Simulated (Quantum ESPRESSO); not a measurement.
# Computed records: Mg₂AlS₃F (made-up cell, one site empty)

Computed with Quantum ESPRESSO 7.5. Calculation on a made-up crystal cell, not a measurement, run twice, once with a planted mistake found by running each candidate: periodic Kohn-Sham density functional theory in plane waves with PseudoDojo standard norm-conserving scalar-relativistic pseudopotentials, each functional with its own files (v0.5 for PBE, v0.4.1 for LDA and PBEsol), no spin polarisation, no spin-orbit coupling, atoms not relaxed, stress positive in tension, energies less a fixed whole-eV offset for each atom's element; levels are Kohn-Sham levels at fractions of this cell's reciprocal vectors, counted from the reference band (half the neutral cell's valence electrons, rounded up) at Gamma; error bars cover cutoff and k-mesh only, not smearing or the files; each bar is the largest change over components, and at least 0.002 eV, 0.002 eV per angstrom or 0.02 GPa; a charged cell sits in a uniform background, with energy and stress on this program's zero of potential; energies are for the whole cell, and the offsets were chosen from early runs and are not element reference energies; a distance is the largest change of any value in units of its error bar (the energy's for the smearing term), a scale change is of lengths, and a coarse mesh keeps the half-step shift.

### Mg₂AlS₃F (made-up cell, one site empty)

Intended structure:
```
CELL_PARAMETERS angstrom
3.77120 -0.01860 0.01320
-0.03230 6.48720 -0.02340
0.02150 -0.02210 6.29160
ATOMIC_POSITIONS crystal
Mg 0.02025 0.00389 0.01754
Mg 0.49013 0.50336 0.00331
Al 0.46547 0.17811 0.47810
S 0.96678 0.00184 0.38244
F 0.50225 0.49243 0.36800
S 0.47938 0.16938 0.85772
S 0.99827 0.67740 0.89343
```

| Property | Result |
| --- | --- |
| lattice type | wurtzite |
| empty site | 4 |
| intended functional | pbe |
| intended cutoff | 1143 eV |
| intended fermi dirac smearing | 0.025 eV |
| intended scf tolerance | 1e-07 eV |
| intended electrons removed | 0 |
| healthy free energy less offsets | 8.834 eV |
| healthy scf iterations | 11 |
| healthy smearing term minus ts | 0 eV |
| healthy pressure | 1.77 GPa |
| healthy stress xx | -4.5 GPa |
| healthy stress yy | -1 GPa |
| healthy stress zz | 0.19 GPa |
| healthy stress yz | -2.7 GPa |
| healthy stress xz | 1.14 GPa |
| healthy stress xy | -0.81 GPa |
| healthy reference band | 24 |
| faulty free energy less offsets | 14.585 eV |
| faulty scf iterations | 11 |
| faulty smearing term minus ts | -0.01 eV |
| faulty pressure | 13.85 GPa |
| faulty stress xx | -16.35 GPa |
| faulty stress yy | -13.89 GPa |
| faulty stress zz | -11.32 GPa |
| faulty stress yz | -1.72 GPa |
| faulty stress xz | 1.09 GPa |
| faulty stress xy | -1.11 GPa |
| faulty reference band | 24 |
| candidate k points along each vector | 2 |
| candidate cutoff | 686 eV |
| candidate smearing | 0.35 eV |
| candidate functional | pbesol |
| candidate scf tolerance | 0.7 eV |
| candidate electrons removed | -1 |
| candidate scale change | -1.88 percent |
| candidate first exchanged site | 3 |
| candidate second exchanged site | 7 |
| intended k mesh | 5 x 4 x 4, shifted by half a step |
| structure shown | as intended, without the mistake |
| fault kind | wrong charge |
| other mistakes compared | 7 |
| distance from healthy | 2875 error bars |
| distance from nearest other mistake | 600 error bars |
| healthy error bar energy | 0.002 eV |
| healthy error bar stress | 0.03683 GPa |
| healthy error bar force | 0.01056 eV/Å |
| healthy error bar next band up | 0.002 eV |

Atoms:
```csv
atoms element,atom site,atom energy offset (eV)
Mg,1,-1617
Mg,2,-1617
Al,3,-64
S,5,-302
F,6,-677
S,7,-302
S,8,-302
```

Healthy forces:
```csv
site,x (eV/Å),y (eV/Å),z (eV/Å)
1,-1.098,-0.278,-0.849
2,0.191,0.806,1.204
3,0.288,2.204,0.666
5,-0.069,0.565,1.07
6,-0.244,-2.971,-0.168
7,1.114,0.296,-1.39
8,-0.181,-0.621,-0.532
```

Healthy levels:
```csv
level k point,next band up (eV)
Gamma,1.555
"(1/2,1/2,1/2)",2.396
"(0.15,0,0)",2.222
"(0,0.15,0)",1.624
"(0,0,0.15)",1.719
```

Faulty forces:
```csv
site,x (eV/Å),y (eV/Å),z (eV/Å)
1,-1.009,0.172,0.012
2,0.175,0.281,1.619
3,0.2,1.478,-0.644
5,-0.184,-0.225,0.916
6,-0.101,-1.266,-0.624
7,1.103,0.278,-0.532
8,-0.184,-0.719,-0.748
```

Faulty levels:
```csv
level k point,next band up (eV)
Gamma,2.656
"(1/2,1/2,1/2)",3.338
"(0.15,0,0)",3.265
"(0,0.15,0)",2.765
"(0,0,0.15)",2.857
```

Candidate mistake: coarse kmesh, low cutoff, wide smearing, wrong functional, loose scf, wrong charge, cell scaled, atoms exchanged
